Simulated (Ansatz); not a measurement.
Bulk crystal (HfN) after relaxation:

```cif
data_structure
_symmetry_space_group_name_H-M 'P 1'
_symmetry_Int_Tables_number 1
_cell_length_a 3.1999
_cell_length_b 3.1999
_cell_length_c 3.1999
_cell_angle_alpha 60.000
_cell_angle_beta 60.000
_cell_angle_gamma 60.000
_cell_volume 23.17
loop_
_atom_site_label
_atom_site_type_symbol
_atom_site_fract_x
_atom_site_fract_y
_atom_site_fract_z
_atom_site_occupancy
Hf1 Hf 0.00000 0.00000 0.00000 1
N1 N 0.50000 0.50000 0.50000 1
```

Miller indices refer to the conventional cell of Fm-3m (No. 225), a = 4.525 Å, b = 4.525 Å, c = 4.525 Å, α = 90.00°, β = 90.00°, γ = 90.00°.

The (100) slab of 5 planes, 9.1 Å thick with 15 Å of vacuum as cut; outer planes HfN (top) and HfN (bottom).

Theory: DFT r2SCAN, scalar-relativistic, plane waves, PAW (Ansatz). Cutoff 500 eV; k points 11×11×1 on the computed 10-atom cell (Γ-centred); Gaussian smearing, width 0.10 eV; no spin polarisation. A dipole correction removes the field between periodic images along c.

Results for the relaxed slab:

```
Surface energy (mean of both faces) : 1.64 J/m²
Work function                       : 2.23 eV
```

Relaxation lowers the energy by 0.254 J/m² a face; the largest move is 0.122 Å.

```json
{"plane (bottom to top)": "1", "atoms": "HfN", "spacing to next, bulk (Å)": "2.263", "relaxed (Å)": "2.256", "change (%)": "-0.3", "rumpling (Å)": "0.222"}
{"plane (bottom to top)": "2", "atoms": "HfN", "spacing to next, bulk (Å)": "2.263", "relaxed (Å)": "2.259", "change (%)": "-0.2", "rumpling (Å)": "0.059"}
{"plane (bottom to top)": "3", "atoms": "HfN", "spacing to next, bulk (Å)": "2.263", "relaxed (Å)": "2.259", "change (%)": "-0.2", "rumpling (Å)": "0.000"}
{"plane (bottom to top)": "4", "atoms": "HfN", "spacing to next, bulk (Å)": "2.263", "relaxed (Å)": "2.256", "change (%)": "-0.3", "rumpling (Å)": "0.059"}
{"plane (bottom to top)": "5", "atoms": "HfN", "spacing to next, bulk (Å)": "", "relaxed (Å)": "", "change (%)": "", "rumpling (Å)": "0.222"}
```

Spin-orbit coupling is left out, which matters for the bands of heavy elements. Spin polarisation was left out, and a magnetic state may lie lower. In some of the runs charge leaks into the vacuum, so their work functions can be off.